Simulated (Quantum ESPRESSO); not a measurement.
Ta2Al2In3W, one composition in several site orders

Computed values, not a measurement. The program is pw.x of Quantum ESPRESSO 7.5 (plane-wave density functional theory). The cell is made up: eight metal atoms on a face-centred cubic lattice, with elements, volume, strain and displacements drawn at random and not relaxed, so it may be unstable or far from any real phase. PseudoDojo standard norm-conserving files set the functional (PBE unless stated); there is no spin polarisation or spin-orbit coupling, the Fermi-Dirac width of 0.25 eV means electrons at about 2900 K, and the masses in the input are unused placeholders. Heavy elements are run without spin-orbit coupling, which real alloys of them have. A spin test at this wide smearing found no moment, but such smearing suppresses magnetism that the real alloy may have.

The runs put one composition on the sites in different orders. Cell, positions, cutoff, mesh and smearing stay as in the input of run 1; sites are counted in its order. Stress in the tables is positive in tension.

Input of run 1:

```
&control calculation='scf', pseudo_dir='./dojo.nc.sr.pbe.v0_5.standard.upf', outdir='./o', disk_io='medium', tprnfor=.true., tstress=.true. /
&system ibrav=0, nat=8, ntyp=4, nbnd=55, ecutwfc=74.01313486, nosym=.true., tot_charge=0,
 occupations='smearing', smearing='fd', degauss=0.0183746611
/
&electrons conv_thr=1.470e-08, electron_maxstep=70, mixing_beta=0.5 /
ATOMIC_SPECIES
Al 1.0 Al.upf
In 1.0 In.upf
Ta 1.0 Ta.upf
W 1.0 W.upf
CELL_PARAMETERS angstrom
0.0 -2.1483 -2.1483
2.1483 4.2965 -2.1483
8.5931 -4.2965 4.2965
ATOMIC_POSITIONS angstrom
Ta 0.0293 0.1007 -0.0617
Al 4.1651 -2.0532 2.1139
In 4.4475 0.0477 0.1264
In 8.442 -2.2398 2.1993
In 2.1989 -2.1337 0.0665
Al 6.4241 -4.2195 2.1301
Ta 2.1459 0.1147 -2.2373
W 6.5161 -2.197 -0.1406
K_POINTS automatic
8 5 3 1 1 1
```

```
run  elements on sites 1 to 8  free energy less that of run 1 (eV)  -TS (eV)  pressure (GPa)  stress xx (GPa)  stress yy (GPa)  stress zz (GPa)  stress yz (GPa)  stress xz (GPa)  stress xy (GPa)  iterations
  1    Ta Al In In In Al Ta W                                0.000    -1.151           -3.88             2.86             4.77             4.01             1.85             1.29            -1.23          13
  2    In In Ta Ta Al Al W In                               -0.185    -1.130           -3.33             4.15             3.36             2.49             2.49            -1.25            -0.51          15
  3    In Ta Al Al In Ta W In                                0.083    -1.332           -3.45             4.74             3.02             2.59             2.51            -1.00             0.50          14
  4    Ta W In In Ta Al In Al                               -0.235    -1.182           -2.73             3.31             2.60             2.27             0.60             1.39            -1.30          16
  5    In In In W Ta Ta Al Al                               -0.308    -1.167           -3.10             3.74             3.19             2.39             2.23             1.16            -0.78          13
  6    W Ta Al Al In In In Ta                               -0.341    -1.116           -4.00             2.20             5.09             4.69             0.71             1.58            -1.30          14
```

Forces Fx Fy Fz (eV/Å):

| site | run 1 | run 2 | run 3 | run 4 | run 5 | run 6 |
| --- | --- | --- | --- | --- | --- | --- |
| 1 | -0.24 -0.53 0.55 | 0.00 -0.81 0.82 | -0.18 -0.22 0.26 | -0.29 -0.65 0.64 | -0.05 -0.76 0.80 | -0.30 -0.33 0.32 |
| 2 | 2.28 -0.37 0.40 | 0.31 -0.01 0.12 | 1.36 -0.82 0.85 | 1.21 -0.28 0.34 | 1.76 -0.47 0.57 | 1.48 -0.40 0.67 |
| 3 | -0.45 0.03 -0.55 | -2.43 0.21 -0.89 | -0.94 0.43 -0.77 | -0.38 -0.17 -0.29 | -1.71 0.02 -0.37 | 0.64 -0.33 -0.13 |
| 4 | 0.53 1.08 -1.05 | 0.98 0.42 -0.57 | 1.06 0.11 -0.01 | 0.50 1.30 -1.22 | 0.01 0.78 -1.00 | 0.65 0.72 -0.75 |
| 5 | -0.91 0.45 -0.55 | -0.68 0.43 -0.44 | -0.74 0.40 -0.48 | 0.15 0.46 -0.46 | -1.52 0.43 -0.49 | -0.73 0.90 -0.94 |
| 6 | -0.97 -0.55 0.31 | 0.62 -0.30 0.08 | -0.21 0.25 -0.70 | -0.86 -0.28 0.08 | -0.03 0.04 -0.17 | 0.09 -0.34 -0.05 |
| 7 | -0.27 -0.55 0.67 | 0.80 -0.08 0.19 | -0.09 -0.13 0.18 | 0.19 -0.47 0.51 | 0.04 0.26 -0.23 | -1.07 -0.37 0.40 |
| 8 | 0.03 0.43 0.23 | 0.41 0.12 0.68 | -0.26 -0.02 0.67 | -0.52 0.08 0.41 | 1.50 -0.30 0.89 | -0.76 0.15 0.49 |

The sites are displaced and not relaxed, so the energy differences mix bonding between neighbours with strain and are not ordering energies. A rerun of one cell of this series at a higher cutoff and on a denser mesh moved values by no more than 0.003 eV in energy, 0.04 GPa in stress and 0.014 eV/Å in force, and a second program with other atomic files agreed on that cell to 2 % rms in force and 0.5 GPa in pressure.